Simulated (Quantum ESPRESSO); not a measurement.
## TaTi2O5F3 (finding a planted mistake in a log)

A calculation, not a measurement. The program is pw.x of Quantum ESPRESSO 7.5 (plane-wave density functional theory). The cell is made up: 11 atoms on a rutile lattice with one site empty, with randomly drawn elements, strain and displacements, not relaxed. PseudoDojo standard norm-conserving files (v0.5 for PBE, v0.4.1 for LDA and PBEsol) set the functional; there is no spin polarisation, spin-orbit coupling or dispersion term, and the masses in the input are unused placeholders.

Intended input:

```
&control calculation='scf', pseudo_dir='./dojo.nc.sr.pbe.v0_5.standard.upf', outdir='./o', disk_io='low', tprnfor=.true., tstress=.true. /
&system ibrav=0, nat=11, ntyp=4, nbnd=50, ecutwfc=84.00895049, nosym=.true., tot_charge=0,
 occupations='smearing', smearing='fd', degauss=0.0018374661
/
&electrons conv_thr=7.350e-09, electron_maxstep=60, /
ATOMIC_SPECIES
F 1.0 F.upf
O 1.0 O.upf
Ta 1.0 Ta.upf
Ti 1.0 Ti.upf
CELL_PARAMETERS angstrom
4.7097 0.0 0.0
0.0 4.7097 0.0
0.0 0.0 6.0162
ATOMIC_POSITIONS angstrom
Ta -0.0675 -0.0304 -0.0252
Ti -0.0131 0.0426 2.9741
Ti 2.3468 2.3511 4.5456
O 1.4247 1.4526 -0.0124
F 3.2555 3.33 0.045
O 3.8134 0.9038 1.5543
F 0.9128 3.7895 1.5142
F 1.4292 1.4162 3.0598
O 3.2834 3.2869 3.0171
O 3.7961 0.9035 4.5197
O 0.947 3.7814 4.53
K_POINTS automatic
5 5 4 1 1 1
```

The log is shortened where brackets say so; the opening notice, blank lines, dates and the lines on written files are dropped, and the path of the files is cut. It prints rydbergs, bohrs and kilobars, and counts compression as positive stress. Where no state is partly filled, the Fermi energy that it prints is only some level between the filled and the empty states on the mesh, and need not lie in the true gap.

Log of the intended run:

```
     Program PWSCF v.7.5
     Parallel version (MPI & OpenMP), running on       4 processor cores
     Number of MPI processes:                 4
     Threads/MPI process:                     1
     [start-up lines left out]
     bravais-lattice index     =            0
     lattice parameter (alat)  =       8.9000  a.u.
     unit-cell volume          =     900.5449 (a.u.)^3
     number of atoms/cell      =           11
     number of atomic types    =            4
     number of electrons       =        88.00
     number of Kohn-Sham states=           50
     kinetic-energy cutoff     =      84.0090  Ry
     charge density cutoff     =     336.0358  Ry
     scf convergence threshold =      7.3E-09
     mixing beta               =       0.7000
     number of iterations used =            8  plain     mixing
     Exchange-correlation= PBE
                           (   1   4   3   4   0   0   0)
     [axes and pseudopotential details left out]
   Cartesian axes
     site n.     atom                  positions (alat units)
         1        Ta     tau(   1) = (  -0.0143321  -0.0064548  -0.0053507  )
         2        Ti     tau(   2) = (  -0.0027815   0.0090452   0.6314840  )
         3        Ti     tau(   3) = (   0.4982908   0.4992038   0.9651570  )
         4        O      tau(   4) = (   0.3025033   0.3084273  -0.0026329  )
         5        F      tau(   5) = (   0.6912330   0.7070514   0.0095547  )
         6        O      tau(   6) = (   0.8096906   0.1919018   0.3300210  )
         7        F      tau(   7) = (   0.1938128   0.8046160   0.3215067  )
         8        F      tau(   8) = (   0.3034588   0.3006986   0.6496804  )
         9        O      tau(   9) = (   0.6971569   0.6979001   0.6406141  )
        10        O      tau(  10) = (   0.8060174   0.1918381   0.9596577  )
        11        O      tau(  11) = (   0.2010744   0.8028962   0.9618447  )
     number of k points=    50  Fermi-Dirac smearing, width (Ry)=  0.0018
                       cart. coord. in units 2pi/alat
        k(    1) = (   0.1000000   0.1000000   0.0978545), wk =   0.0400000
        k(    2) = (   0.1000000   0.1000000   0.2935636), wk =   0.0400000
     [further k points left out]
     Dense  grid:    93591 G-vectors     FFT dimensions: (  54,  54,  72)
     Estimated max dynamical RAM per process >     268.16 MB
     Estimated total dynamical RAM >    1004.10 MB
     Initial potential from superposition of free atoms
     starting charge      87.9959, renormalised to      88.0000
     Starting wfcs are   62 randomized atomic wfcs
     total cpu time spent up to now is        6.9 secs
     per-process dynamical memory:   207.5 Mb
     Self-consistent Calculation
     iteration #  1     ecut=    84.01 Ry     beta= 0.70
     Davidson diagonalization with overlap
     ethr =  1.00E-02,  avg # of iterations =  2.0
     total cpu time spent up to now is       17.1 secs
     total energy              =    -679.28735913 Ry
     estimated scf accuracy    <       4.70239279 Ry
     iteration #  2     ecut=    84.01 Ry     beta= 0.70
     Davidson diagonalization with overlap
     ethr =  5.34E-03,  avg # of iterations =  8.6
     total cpu time spent up to now is       36.7 secs
     total energy              =    -672.81268917 Ry
     estimated scf accuracy    <      75.65181620 Ry
     [iterations 3 to 17 left out]
     iteration # 18     ecut=    84.01 Ry     beta= 0.70
     Davidson diagonalization with overlap
     ethr =  8.16E-11,  avg # of iterations =  6.2
     total cpu time spent up to now is      235.5 secs
     total energy              =    -681.92284756 Ry
     estimated scf accuracy    <       0.00000001 Ry
     iteration # 19     ecut=    84.01 Ry     beta= 0.70
     Davidson diagonalization with overlap
     ethr =  1.36E-11,  avg # of iterations =  5.3
     total cpu time spent up to now is      248.5 secs
     End of self-consistent calculation
     [lines on levels left out]
     the Fermi energy is     7.9298 ev
!    total energy              =    -681.92284756 Ry
     estimated scf accuracy    <          4.4E-09 Ry
     smearing contrib. (-TS)   =      -0.00000000 Ry
     internal energy E=F+TS    =    -681.92284756 Ry
     The total energy is F=E-TS. E is the sum of the following terms:
     one-electron contribution =    -280.50741716 Ry
     hartree contribution      =     179.89928197 Ry
     xc contribution           =    -138.92298524 Ry
     ewald contribution        =    -442.39172713 Ry
     convergence has been achieved in  19 iterations
     Forces acting on atoms (cartesian axes, Ry/au):
     atom    1 type  3   force =     0.09563112    0.17915179    0.04133874
     atom    2 type  4   force =    -0.13309359   -0.05323608   -0.03941052
     atom    3 type  4   force =    -0.02928601    0.00133045   -0.05191872
     atom    4 type  2   force =    -0.03667440   -0.04910248   -0.07665130
     atom    5 type  1   force =    -0.01388135   -0.02620176   -0.01359560
     atom    6 type  2   force =     0.07001997   -0.06910209   -0.02019292
     atom    7 type  1   force =     0.00894295   -0.00841637   -0.00504683
     atom    8 type  1   force =    -0.00419517   -0.00646773    0.02974907
     atom    9 type  2   force =     0.04682685    0.03941473    0.09808267
     atom   10 type  2   force =    -0.00545076    0.00323684    0.01579812
     atom   11 type  2   force =     0.00116040   -0.01060729    0.02184729
     Total force =     0.323659     Total SCF correction =     0.000142
     Computing stress (Cartesian axis) and pressure
          total   stress  (Ry/bohr**3)                   (kbar)     P=      -59.91
  -0.00036935  -0.00027861   0.00036793          -54.33      -40.98       54.12
  -0.00027861  -0.00037425   0.00026442          -40.98      -55.05       38.90
   0.00036793   0.00026442  -0.00047817           54.12       38.90      -70.34
     init_run     :      5.71s CPU      5.95s WALL (       1 calls)
     electrons    :    240.81s CPU    241.56s WALL (       1 calls)
     forces       :      2.30s CPU      2.33s WALL (       1 calls)
     stress       :      7.74s CPU      7.74s WALL (       1 calls)
     [timing details left out]
     PWSCF        :   4m17.61s CPU   4m18.73s WALL
     JOB DONE.
```

A second run was made from an input with one planted mistake. Its log:

```
     Program PWSCF v.7.5
     Parallel version (MPI & OpenMP), running on       4 processor cores
     Number of MPI processes:                 4
     Threads/MPI process:                     1
     [start-up lines left out]
     bravais-lattice index     =            0
     lattice parameter (alat)  =       8.9000  a.u.
     unit-cell volume          =     900.5449 (a.u.)^3
     number of atoms/cell      =           11
     number of atomic types    =            4
     number of electrons       =        88.00
     number of Kohn-Sham states=           50
     kinetic-energy cutoff     =      84.0090  Ry
     charge density cutoff     =     336.0358  Ry
     scf convergence threshold =      7.3E-09
     mixing beta               =       0.7000
     number of iterations used =            8  plain     mixing
     Exchange-correlation= PBE
                           (   1   4   3   4   0   0   0)
     [axes and pseudopotential details left out]
   Cartesian axes
     site n.     atom                  positions (alat units)
         1        Ta     tau(   1) = (  -0.0143321  -0.0064548  -0.0053507  )
         2        Ti     tau(   2) = (  -0.0027815   0.0090452   0.6314840  )
         3        Ti     tau(   3) = (   0.4982908   0.4992038   0.9651570  )
         4        O      tau(   4) = (   0.3025033   0.3084273  -0.0026329  )
         5        F      tau(   5) = (   0.6912330   0.7070514   0.0095547  )
         6        O      tau(   6) = (   0.8096906   0.1919018   0.3300210  )
         7        F      tau(   7) = (   0.1938128   0.8046160   0.3215067  )
         8        F      tau(   8) = (   0.3034588   0.3006986   0.6496804  )
         9        O      tau(   9) = (   0.6971569   0.6979001   0.6406141  )
        10        O      tau(  10) = (   0.8060174   0.1918381   0.9596577  )
        11        O      tau(  11) = (   0.2010744   0.8028962   0.9618447  )
     number of k points=     1  Fermi-Dirac smearing, width (Ry)=  0.0018
                       cart. coord. in units 2pi/alat
        k(    1) = (  -0.5000000  -0.5000000  -0.3914182), wk =   2.0000000
     Dense  grid:    93591 G-vectors     FFT dimensions: (  54,  54,  72)
     Estimated max dynamical RAM per process >     152.02 MB
     Estimated total dynamical RAM >     539.53 MB
     Initial potential from superposition of free atoms
     starting charge      87.9959, renormalised to      88.0000
     Starting wfcs are   62 randomized atomic wfcs
     total cpu time spent up to now is        2.1 secs
     per-process dynamical memory:    87.4 Mb
     Self-consistent Calculation
     iteration #  1     ecut=    84.01 Ry     beta= 0.70
     Davidson diagonalization with overlap
     ethr =  1.00E-02,  avg # of iterations =  2.0
     total cpu time spent up to now is        2.9 secs
     total energy              =    -679.23279507 Ry
     estimated scf accuracy    <       4.73963644 Ry
     iteration #  2     ecut=    84.01 Ry     beta= 0.70
     Davidson diagonalization with overlap
     ethr =  5.39E-03,  avg # of iterations =  9.0
     total cpu time spent up to now is        4.3 secs
     total energy              =    -672.72805693 Ry
     estimated scf accuracy    <      76.81113076 Ry
     [iterations 3 to 23 left out]
     iteration # 24     ecut=    84.01 Ry     beta= 0.70
     Davidson diagonalization with overlap
     ethr =  1.25E-10,  avg # of iterations =  3.0
     total cpu time spent up to now is       24.6 secs
     total energy              =    -681.88661458 Ry
     estimated scf accuracy    <          9.6E-09 Ry
     iteration # 25     ecut=    84.01 Ry     beta= 0.70
     Davidson diagonalization with overlap
     ethr =  1.09E-11,  avg # of iterations =  5.0
     total cpu time spent up to now is       25.6 secs
     End of self-consistent calculation
     [lines on levels left out]
     the Fermi energy is     7.7857 ev
!    total energy              =    -681.88661459 Ry
     estimated scf accuracy    <          1.5E-09 Ry
     smearing contrib. (-TS)   =       0.00000000 Ry
     internal energy E=F+TS    =    -681.88661459 Ry
     The total energy is F=E-TS. E is the sum of the following terms:
     one-electron contribution =    -280.64567179 Ry
     hartree contribution      =     180.11770192 Ry
     xc contribution           =    -138.96691758 Ry
     ewald contribution        =    -442.39172713 Ry
     convergence has been achieved in  25 iterations
     Forces acting on atoms (cartesian axes, Ry/au):
     atom    1 type  3   force =     0.10876359    0.18123116    0.04961211
     atom    2 type  4   force =    -0.12745157   -0.06512570   -0.05410458
     atom    3 type  4   force =    -0.01675981   -0.01022345   -0.05712857
     atom    4 type  2   force =    -0.04828052   -0.05410499   -0.10018613
     atom    5 type  1   force =    -0.00270831   -0.01154035   -0.02606377
     atom    6 type  2   force =     0.07618041   -0.07820595   -0.02331268
     atom    7 type  1   force =     0.00424932   -0.00483099   -0.00562062
     atom    8 type  1   force =    -0.01649114   -0.01364992    0.04623891
     atom    9 type  2   force =     0.04735333    0.04847077    0.11931572
     atom   10 type  2   force =    -0.01316092    0.00939120    0.02245758
     atom   11 type  2   force =    -0.01169437   -0.00141178    0.02879203
     Total force =     0.354974     Total SCF correction =     0.000111
     Computing stress (Cartesian axis) and pressure
          total   stress  (Ry/bohr**3)                   (kbar)     P=      -47.41
  -0.00014365  -0.00027525   0.00035597          -21.13      -40.49       52.36
  -0.00027525  -0.00013633   0.00024181          -40.49      -20.05       35.57
   0.00035597   0.00024181  -0.00068683           52.36       35.57     -101.04
     init_run     :      1.86s CPU      1.94s WALL (       1 calls)
     electrons    :     23.50s CPU     23.58s WALL (       1 calls)
     forces       :      0.33s CPU      0.35s WALL (       1 calls)
     stress       :      0.74s CPU      0.74s WALL (       1 calls)
     [timing details left out]
     PWSCF        :     26.54s CPU     26.76s WALL
     JOB DONE.
```

Question: what was wrong in the second input?

Answer: the k-point mesh is too coarse. The input lines that differ, file-writing options aside:

```
- 5 5 4 1 1 1
+ 1 1 1 1 1 1
```

```
                                            intended run  run with the mistake
                          free energy (eV)     -9278.033             -9277.540
                    smearing term -TS (eV)        0.0000                0.0000
                            pressure (GPa)         -5.99                 -4.74
            largest force component (eV/Å)         4.606                 4.660
largest change of a force component (eV/Å)                               0.605
                                iterations            19                    25
```

For scale, a rerun of the intended cell at 1437 eV and a 7 x 7 x 6 mesh moved values by no more than 0.004 eV in energy, 0.03 GPa in stress and 0.002 eV/Å in force.